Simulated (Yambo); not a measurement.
Yambo run on NaOH (space group P2_1, No. 4). The wavefunctions are PBEsol (Quantum ESPRESSO, PseudoDojo norm-conserving, 88 Ry, without SOC) ones on a 4×4×4 mesh (16 occupied bands); a = 3.4259 Å, b = 3.3464 Å, c = 5.2952 Å, α = 90.00°, β = 107.30°, γ = 90.00°.

Yambo input:

```
rim_cut
HF_and_locXC
RandQpts= 1000000
RandGvec= 1 Ry
EXXRLvcs= 88 Ry
VXCRLvcs= 352 Ry
% QPkrange
 1 | 1 | 16 | 17 |
 3 | 3 | 16 | 17 |
 9 | 9 | 16 | 17 |
 22 | 22 | 16 | 17 |
 24 | 24 | 16 | 17 |
 28 | 28 | 16 | 17 |
 30 | 30 | 16 | 17 |
%
```

k points by index: 1 = Γ, 3 = (0, 0, -0.5), 9 = (0, -0.5, -0.5), 22 = (-0.5, 0, 0), 24 = (-0.5, 0, -0.5), 28 = (-0.5, -0.5, 0), 30 = (-0.5, -0.5, -0.5).

The o-*.hf file then holds:

```
#    K-point    Band    Eo [eV]    Ehf [eV]    Vxc [eV]    Vnlxc [eV]
#
    1    16    -0.170674    -6.237621    -18.97793    -25.04488
    1    17    3.557212    7.723919    -10.22739    -6.060682
    3    16    0.000000    -6.015796    -19.21471    -25.23050
    3    17    5.165121    9.708183    -11.30305    -6.759987
    9    16    -0.281743    -6.371432    -18.73743    -24.82712
    9    17    7.141511    11.97580    -10.09387    -5.259586
    22    16    -0.326394    -6.218331    -18.86425    -24.75618
    22    17    7.068453    12.17942    -12.03192    -6.920956
    24    16    -0.325362    -6.219152    -18.86678    -24.76057
    24    17    6.994748    12.08578    -11.78538    -6.694351
    28    16    -0.927004    -6.952443    -18.05557    -24.08101
    28    17    8.738561    13.46227    -8.562005    -3.838296
    30    16    -0.958285    -6.977618    -17.95118    -23.97052
    30    17    8.847363    13.61756    -8.924795    -4.154597
```
Exchange alone, without screening.

Geometry of the Materials Project entry, not relaxed at this level.

The structure is a Materials Project entry; no match was found in the copy of COD used, and its stability was not checked.
